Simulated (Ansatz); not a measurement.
A geometry of Sr4As2O away from equilibrium: step 2 of the relaxation of a relaxed Sr4As2O cell shaken by Gaussian noise of σ = 0.08 Å a coordinate. The numbers are results of r2SCAN (plane waves to 500 eV, PAW, scalar-relativistic; Ansatz, a program for electronic structure), not measurements. Γ-centred k-mesh 4×4×6 on the run's cell (coarser than for final values), Fermi–Dirac smearing 0.05 eV.

```xyz
7
Lattice="-3.0898 3.0276 7.4953 3.0252 -3.0910 7.4948 3.0730 3.0742 -7.5211" Properties=species:S:1:pos:R:3 pbc="T T T"
As     0.0179     0.0511     7.4989
As     3.0323    -0.0039     3.8055
O     -0.0267    -0.0100     0.0258
Sr     4.6154     1.1177     1.5171
Sr    -1.7875     1.7533     9.0943
Sr     1.2023     1.4213    -1.5134
Sr     1.7591     1.7245     5.8841
```

Which atoms carry the largest force, and which way does it point?

0.27 eV/Å, on As2 (atoms numbered as listed); on As2 its components are (-0.12, -0.11, -0.21).

What is the pressure?

-0.2 GPa, compression positive.

How far above the relaxed end point is this geometry?

0.35 eV/atom; the path ends in P-4 (No. 81).

No spin polarisation in the result.

The end of the path is a generated cell of Sr4As2O: the first start was made by placing the elements on the sites of a structure type, and the end was not matched to a known phase here, so it may be hypothetical.
